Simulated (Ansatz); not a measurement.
TiC: from a starting cell to a relaxed one

The start is a relaxed TiC cell with every coordinate shifted by Gaussian noise of σ = 0.3 Å. The structure is fully relaxed (lattice and positions, P = 0) with PBE (plane waves to 420 eV, PAW, scalar-relativistic; Ansatz, an electronic-structure program). First-step values are on the input's coarse k-mesh.

Ansatz input (later rounds restart from its end on a renewed k-mesh):
Ansatz 0.2 input:
```yaml
crystal:
  lattice:
    - [0, 2.1663314301, 2.1663314301]
    - [2.1663314301, 0, 2.1663314301]
    - [2.1663314301, 2.1663314301, 0]
  atoms:
    - { symbol: C, position: [-0.1040231996, -0.1578270369, 0.1097044242] }
    - { symbol: Ti, position: [0.4209061952, 0.6764615906, 0.4904599629] }
basis: { ecutwfc: 420, ecutrho_ratio: 4, xc_grid: 2, fft_grid_basis: typed }
kpoints: { mp_grid: { grid: [9, 9, 9] } }
hamiltonian:
  xc: pbe
  dispersion: none
  pseudopotentials: { azcp: { folder: ./paw }, kind: paw }
scf: { occupations: { method: fermi_dirac, width: 0.05 } }
relax: { f_tol: 0.01, max_steps: 100, cell: { stress_tol: 0.02 } }
output: { forces: true, stress: true }
```

Task: Is the parent structure recovered?

Result: The parent structure is recovered, Fm-3m (No. 225).

Task: How do the shortest distances between atoms change?

Result: The closest pairs of elements (up to four, under 3.6 Å), start → end: C–Ti 1.48 → 2.17 Å; Ti–Ti 3.06 → 3.06 Å; C–C 3.06 → 3.06 Å.

Task: Is the relaxed structure metallic? Give its gap.

Result: No gap (metallic).

Final values are on a 18×18×18 k-mesh of the relaxed cell. The start holds a very short contact (C–Ti 1.48 Å). No spin polarisation in the result.
